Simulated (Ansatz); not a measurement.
## Relaxing a structure of LuVO3

The start is a generated cell, LuVO3 placed in the GdFeO3 structure type. Cell shape, volume and atoms are optimised at zero target pressure with r2SCAN (plane waves to 500 eV, PAW, scalar-relativistic; Ansatz, a first-principles code). The first steps use a coarse 4×3×4 k-mesh.

The start:
```
LuVO3
1.0
    5.35282     0.00000     0.00000
    0.00000     7.55282     0.00000
    0.00000     0.00000     5.33495
Lu V O
4 4 12
Cartesian
  2.61057   1.88821   5.29014
  5.28698   1.88821   2.71229
  2.74225   5.66462   0.04481
  0.06584   5.66462   2.62266
  0.00000   0.00000   0.00000
  2.67641   3.77641   2.66748
  0.00000   3.77641   0.00000
  2.67641   0.00000   2.66748
  0.16754   1.88821   0.31263
  2.84395   1.88821   2.35485
  5.18528   5.66462   5.02232
  2.50887   5.66462   2.98010
  1.54161   4.05587   1.13634
  4.21802   7.27337   1.53113
  3.81121   0.27945   4.19861
  1.13480   3.49696   3.80382
  3.81121   3.49696   4.19861
  1.13480   0.27945   3.80382
  1.54161   7.27337   1.13634
  4.21802   4.05587   1.53113
```
Spin-polarised start, with parallel moments on V.

| Quantity | Value |
|---|---|
| Largest initial force | 1.79 eV/Å, on O9, O10, O11, O12 (atoms numbered as listed) |
| Energy released | 0.20 eV/atom |
| Shortest distances (start → end) | The closest pairs of elements (up to four, under 3.6 Å), start → end: O–V 1.92 → 1.97 Å; Lu–O 2.28 → 2.17 Å; O–O 2.63 → 2.76 Å; Lu–V 3.22 → 3.04 Å |
| Band gap at the end | 0.33 eV, indirect (valence top at k = (0, 0, 0.2), conduction bottom at X) (no spin-orbit coupling) |
| Moments at the end | net 0.40 μB/atom, ferromagnetic |
| Optimiser moves | 9 |

Final values are on a 5×4×5 k-mesh of the relaxed cell. Spin state reached: ferromagnetic (net 0.40 μB/atom), from parallel starting moments; other spin orders were not run from this start. The d or f electrons are treated with no Hubbard U.

The run could not lose the symmetry of its start.

The first start was generated by placing the elements on the sites of a structure type. Materials Project lists a structure of LuVO3 in the same space group, Pnma (No. 62); the sites were not compared with it, nor with measured phases.
